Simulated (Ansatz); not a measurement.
## Ga4Sb3P (ordering on zincblende): the band gap by level of theory

All numbers come from the plane-wave code Ansatz. No spin polarisation. The prototype was imposed, so other structures may be more stable.

Ga4Sb3P as one 8-atom ordering (Cm) on the zincblende lattice, relaxed with r2SCAN. The symmetry is Cm (No. 8, monoclinic); a = 13.962 Å, b = 4.222 Å, c = 7.303 Å, β = 100.1° in the conventional setting, 26.49 Å³ an atom. Around P lie 4 Ga at 2.37–2.48 Å; around Sb lie 4 Ga at 2.63–2.70 Å; around Sb lie 4 Ga at 2.60–2.66 Å; around Sb lie 4 Ga at 2.61–2.65 Å; around Ga lie 2 P at 2.48 Å and 2 Sb at 2.65–2.70 Å; around Ga lie 1 P at 2.41 Å and 3 Sb at 2.65–2.66 Å; around Ga lie 1 P at 2.37 Å and 3 Sb at 2.62–2.63 Å; around Ga lie 4 Sb at 2.60–2.63 Å.

Gaps on the r2SCAN cell, each the least over its mesh and the special points:
```tsv
level	k mesh	gap (eV)	kind	edges	least direct gap (eV)
PBE	6×6×4	0	–	–	–
r2SCAN	6×6×4	0.11	direct	Γ	0.11
HSE06	4×4×2	0.47	direct	Γ	0.47
```
All runs use a smearing of 0.02 eV.
Wave cutoffs: 420 eV, 500 eV (r2SCAN).

With HSE06 the gap is 0.47 eV and direct, at Γ. With r2SCAN, at Γ the top three valence levels group as 1+1+1 from the top, spread over 290 meV.

The levels disagree on the kind of gap: direct with r2SCAN, HSE06; zero gap with PBE.

Spin-orbit coupling is left out, which matters wherever the heavy atoms make up the band edges.

The meshes of the hybrids are coarse, so their gaps aren't converged to the digits shown.

The splittings at Γ are without spin-orbit coupling, which exceeds them in such compounds, regroups them and changes the shifts of the gap.
